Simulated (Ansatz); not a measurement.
## Data sheet: Sn4Te3Se (DFT)

Sn$_{4}$Te$_{3}$Se:
```
CELL_PARAMETERS angstrom
      2.00405     1.15704    21.85224
     -2.00405     1.15704    21.85224
      0.00000    -2.31408    21.85224
ATOMIC_POSITIONS crystal
  Sn 0.94251 0.94251 0.94251
  Sn 0.19041 0.19041 0.19041
  Sn 0.43859 0.43859 0.43859
  Sn 0.68746 0.68746 0.68746
  Te 0.24969 0.24969 0.24969
  Te 0.49761 0.49761 0.49761
  Te 0.74578 0.74578 0.74578
  Se 0.99836 0.99836 0.99836
```

Space group R3m (No. 160); conventional cell a = 4.0081 Å, b = 4.0081 Å, c = 65.5567 Å, α = 90.00°, β = 90.00°, γ = 120.00°.

Method: plane-wave PAW LDA (Ansatz code). Geometry: relaxed at this level of theory. Other levels are named where they apply.

**Cell and energy**

```json
{
 "volume_per_atom": "38.00 Å³",
 "density": "5.12 g/cm³",
 "Formation energy from the elements (no fitted shifts)": "-0.082 eV/atom"
}
```

**Electronic structure**

```json
{
  "band_gap": "0.25 eV (indirect)",
  "valence_band_maximum": "on the Γ–S0 line, 22 % of the way from Γ (k = -0.073, 0.000, 0.073 in fractions of the reciprocal vectors)",
  "conduction_band_minimum": "off the standard path, at k = (0.234, -0.404, -0.404) in fractions of the reciprocal vectors",
  "smallest_direct_gap_on_the_standard_path": "0.93 eV",
  "electron_effective_mass": "0.21, 0.35, 0.40 mₑ (principal values)",
  "hole_effective_mass": "0.16, 1.3, 5.9 mₑ (principal values)"
}
```

The first step of the workflow began from a Materials Project structure, measured or hypothetical; the Crystallography Open Database copy checked does not list it. Its standing as an ambient phase is unchecked. Symmetry was held in the LDA relaxation; whether a distortion lowers the energy is not shown. A crystal of weakly bound layers computed without a dispersion correction: the cell and the soft elastic constants depend strongly on that. The references are the lowest solids computed at this level, not always the standard phases. Spin–orbit coupling is left out wherever it is not named.

Potentials: the later of the program's two PAW sets.
